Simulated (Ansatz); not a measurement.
Values for one crystal, relaxed and computed with HSE06 (plane waves, PAW; program Ansatz); other levels are named.

Volume per atom: 14.33 Å³
Band gap: 8.54 eV (indirect)
Conduction-band minimum: at Γ
Valence-band maximum: at S (k = 0.500, 0.500, 0.000)
Smallest direct gap on the standard path: 8.92 eV
Bulk modulus (Birch–Murnaghan fit): 684 kbar
Pressure derivative B′: 4.0

Pick the material that matches.
A. KF, rock salt
B. CaF2, Pmc2_1 (Ca on 2a, F on 2b, F on 2a)
C. CaO, rock salt
D. ZnF2, rutile

B, CaF2, Pmc2_1 (Ca on 2a, F on 2b, F on 2a)

The workflow started from a Materials Project entry (that database holds measured and hypothetical structures alike); the Crystallography Open Database copy checked does not list it. It is not the phase usual at ambient conditions (space group No. 225). The cell was relaxed with HSE06 under the symmetry of its start; its stability against distortions is not shown here. The hybrid was solved on a coarse mesh, the path and, where they were found, the r²SCAN edge points; its band edges are the extreme levels among these.

Potentials: the later of the program's two PAW sets.
